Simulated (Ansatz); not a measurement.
Data:

CsTiAlO4:
```
CELL_PARAMETERS angstrom
     -2.84425     4.32597     4.91235
      2.84425    -4.32597     4.91235
      2.84425     4.32597    -4.91235
ATOMIC_POSITIONS crystal
  Cs 0.45876 0.95876 0.50000
  Cs 0.05977 0.05977 0.00000
  Ti 0.46120 0.67081 0.79039
  Ti 0.88042 0.67081 0.20961
  Al 0.63799 0.32711 0.31088
  Al 0.01624 0.32711 0.68912
  O  0.04185 0.50687 0.03059
  O  0.47627 0.01126 0.96941
  O  0.04185 0.01126 0.53498
  O  0.47627 0.50687 0.46502
  O  0.78808 0.50313 0.28495
  O  0.21818 0.50313 0.71505
  O  0.78160 0.28160 0.50000
  O  0.66151 0.66151 0.00000
```

This is the LDA-relaxed structure. x, y and z are the axes in which the lattice vectors are written.

All from plane-wave PAW LDA (Ansatz code), unless another level is named. Predict the smallest direct gap on the standard path.

4.11 eV.

And the electron effective mass?

4.6, 6.0, 15 mₑ (principal values).

And the valence-band maximum?

at S (k = 0.000, 0.500, 0.500).

Next, the conduction-band minimum?

at W (k = 0.250, 0.250, 0.250) (2 equivalent valleys).

And the weight of the conduction-edge state by species (Voronoi cells)?

Ti 73 %, O 23 %, Al 2 %, Cs 2 %.

Space group Imm2. The workflow started from a Materials Project entry (that database holds measured and hypothetical structures alike); the Crystallography Open Database copy checked does not list it. Its standing as an ambient phase is unchecked. The cell was relaxed with LDA under the symmetry of its start; its stability against distortions is not shown here. The run is not spin-polarised. Scalar-relativistic: spin–orbit coupling is off unless named, which matters more the heavier the elements.

Potentials: the later of the program's two PAW sets.
